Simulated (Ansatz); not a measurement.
CuAu (CuAu type, space group P4/mmm)

```
CELL_PARAMETERS angstrom
      2.86058     0.00000     0.00000
      0.00000     2.86058     0.00000
      0.00000     0.00000     3.55181
ATOMIC_POSITIONS crystal
  Cu 0.50000 0.50000 0.50000
  Au 0.00000 0.00000 0.00000
```

Equation-of-state scan: isotropic scaling of the cell above, V₀ being its volume. Symmetry pins the atoms to their sites.

Level of theory: r2SCAN (plane waves to 500 eV, PAW, scalar-relativistic; Ansatz, a first-principles code). k mesh 16×16×13 (Γ-centred), Fermi-Dirac smearing 0.05 eV. The energy includes the smearing's −TS. Stress and pressure are positive under compression. With the shape held, the modulus is that of even scaling; a crystal free to change shape is softer. CuAu is run without spin polarisation. CuAu was relaxed with its symmetry unable to fall. Spin-orbit coupling is left out, though Au is heavy. The zero of ΔE is the relaxed starting cell. The last digit holds for this mesh only.

```tsv
V (Å³/atom)	ΔE (meV/atom)
13.660	29.5
13.878	16.0
14.096	withheld
14.314	1.7
14.532	0.0
14.750	1.6
14.968	6.0
15.186	13.2
15.404	22.7
```

Question: Fit a third-order Birch-Murnaghan form (E₀, V₀, B₀, B₀′ free) to the given rows and predict ΔE at V = 14.096.

Answer: Least squares on the 8 given rows: ΔE = E₀ + (9V₀B₀/16)·y²·[2 + (B₀′ − 4)y], y = (V₀/V)^(2/3) − 1, with V₀ = 14.532 Å³/atom, B₀ = 157.8 GPa (160.2 GPa = 1 eV/Å³; the term in eV is multiplied by 1000), B₀′ = 5.54, E₀ = 0.01 meV/atom; root-mean-square residual 0.03 meV/atom. At 14.096 the fit gives 6.9 meV/atom; the calculation gives 6.9 meV/atom, the same to the digits shown. For the pressure the fit gives 5.2 GPa against the computed 5.2 GPa.

(A scan under strain: stresses follow from slopes of the energy per volume, elastic moduli from its curvatures.)
